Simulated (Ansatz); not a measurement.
# Phonons of ZrHg (P4/mmm)

```xyz
2
Lattice="3.1122 0.0000 0.0000 0.0000 3.1122 0.0000 0.0000 0.0000 4.2296" Properties=species:S:1:pos:R:3 pbc="T T T"
Zr    1.5561    1.5561    2.1148
Hg    0.0000    0.0000    0.0000
```

Unless marked otherwise, the numbers come from PBEsol, PAW on Ansatz 0.2.0's default frozen-core files (fitted under PBE), scalar-relativistic. k mesh 12×12×10, Fermi-Dirac smearing of 0.050 eV, cutoff 420 eV. The cell was relaxed by PAW under this functional.

Atoms are displaced by 0.0025 Å in the smallest supercells that hold the wave vectors of a 2×2×2 mesh. Negative values stand for unstable modes.

**Question.** What are the phonon energies at the solved wave vectors, in cm⁻¹?

**Answer.** 

| q | point | modes (cm⁻¹) |
| --- | --- | --- |
| 0.000 0.000 0.000 | Gamma | 114.8 (×2), 149.8 |
| 0.500 0.000 0.000 | X | 65.9, 84.0, 101.8, 115.5, 142.6, 185.6 |
| 0.500 0.500 0.000 | M | 78.5, 81.0, 88.7 (×2), 207.7 (×2) |
| 0.000 0.000 0.500 | Z | 69.4 (×2), 102.6, 114.9 (×2), 160.2 |
| 0.500 0.000 0.500 | R | 62.0, 63.3, 81.7, 94.4, 172.5, 189.3 |
| 0.500 0.500 0.500 | A | 95.3 (×2), 95.9, 152.7, 197.8 (×2) |

**Question.** Is the structure dynamically stable at these wave vectors?

**Answer.** Yes, no mode is unstable there; wave vectors off this mesh aren't tested.

**Question.** How do the optical zone-centre modes decompose, and which are active?

**Answer.** Point group 4/mmm: Γ_opt = Eu + A2u.

```
label   cm⁻¹  activity     mostly
   Eu  114.8        IR  Zr (69 %)
  A2u  149.8        IR  Zr (69 %)
```

In a metal the activity is that of symmetry alone; free carriers screen the infrared modes.

**Question.** The cell is scaled evenly to 40.353 and 41.582 Å³ (from 40.968), with free atoms relaxed and the shape held, so these aren't the values under hydrostatic pressure. What are the mode Grüneisen parameters γ = −d ln ω/d ln V?

**Answer.** For the highest mode, 212.7 cm⁻¹ in the small cell and 202.7 in the large one give γ ≈ 1.61. From the change of the dynamical matrix on each mode:

| point | cm⁻¹ | γ |
| --- | --- | --- |
| Gamma | 114.8 | 2.40 |
| Gamma | 149.8 | 2.58 |
| X | 65.9 | 2.36 |
| X | 84.0 | 2.76 |
| X | 101.8 | 2.25 |
| X | 115.5 | 1.63 |
| X | 142.6 | 2.33 |
| X | 185.6 | 2.05 |
| M | 78.5 | 2.92 |
| M | 81.0 | 4.16 |
| M | 88.7 | 1.85 |
| M | 207.7 | 1.60 |
| Z | 69.4 | 2.23 |
| Z | 102.6 | 2.03 |
| Z | 114.9 | 1.94 |
| Z | 160.2 | 2.15 |
| R | 62.0 | 2.53 |
| R | 63.3 | 1.37 |
| R | 81.7 | 1.41 |
| R | 94.4 | 2.39 |
| R | 172.5 | 2.20 |
| R | 189.3 | 1.99 |
| A | 95.3 | 2.21 |
| A | 95.9 | 2.06 |
| A | 152.7 | 1.77 |
| A | 197.8 | 1.75 |

Weighted by the modes' heat capacities at 300 K, the mean on this mesh is 2.14; it moves with the q mesh, and a coarse one overweights the zone boundary.

Caveats: frozen-core PAW files fitted under PBE, their cores solved anew for the functional of the run; responses of metals move with mesh and smearing; no spin-orbit coupling on heavy atoms.
